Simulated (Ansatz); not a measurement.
C in space group I4/mmm (No. 139; C on 8h) under volume change, r²SCAN in the plane-wave PAW code Ansatz, shape and atoms relaxed at each volume.

```json
[
 {"V (Å³/atom)": "5.421", "E − E(relaxed) (meV/atom)": "72.5", "P (GPa)": "46.58"},
 {"V (Å³/atom)": "5.600", "E − E(relaxed) (meV/atom)": "30.6", "P (GPa)": "28.82"},
 {"V (Å³/atom)": "5.779", "E − E(relaxed) (meV/atom)": "7.3", "P (GPa)": "13.40"},
 {"V (Å³/atom)": "5.957", "E − E(relaxed) (meV/atom)": "0.0", "P (GPa)": "-0.01"},
 {"V (Å³/atom)": "6.136", "E − E(relaxed) (meV/atom)": "6.7", "P (GPa)": "-11.65"},
 {"V (Å³/atom)": "6.315", "E − E(relaxed) (meV/atom)": "25.4", "P (GPa)": "-21.78"},
 {"V (Å³/atom)": "6.494", "E − E(relaxed) (meV/atom)": "54.8", "P (GPa)": "-30.57"}
]
```

Q: What does a third-order Birch–Murnaghan fit give for V₀, B₀ and B′?

A: V₀ = 5.96 Å³/atom, B₀ = 416 GPa, B′ = 3.7.

The start of the workflow was typed in or built on a structure type; the Crystallography Open Database copy checked does not list it. It is not the phase usual at ambient conditions (space group No. 194, 227). Symmetry was held in the r²SCAN relaxation; whether a distortion lowers the energy is not shown.

Potentials: the later of the program's two PAW sets.
